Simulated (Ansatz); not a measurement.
SnTe:
```
CELL_PARAMETERS angstrom
      0.00000     3.20472     3.20472
      3.20472     0.00000     3.20472
      3.20472     3.20472     0.00000
ATOMIC_POSITIONS crystal
  Te 0.50000 0.50000 0.50000
  Sn 0.00000 0.00000 0.00000
```

Relaxed with PBE.

Task: List the phonon frequencies at the special points (DFPT on a 4×4×4 q-mesh, Fourier-interpolated; PBE (plane waves, PAW; program Ansatz)).

Result: In cm⁻¹; no LO–TO term at Γ, as the run had none.

```tsv
q	frequencies
Γ	69i 69i 69i 0 0 0
X	56i 21 21 43 56 56
U	37 46 56 63 82 101
K	37 46 56 63 82 101
L	71 71 93 93 101 117
W	40 40 66 66 83 93
```

Space group Fm-3m (rock salt). The PBE relaxation kept the symmetry of its start. At this level the phase is dynamically unstable (imaginary phonons). Spin–orbit coupling is left out wherever it is not named.

Potentials: the later of the program's two PAW sets.
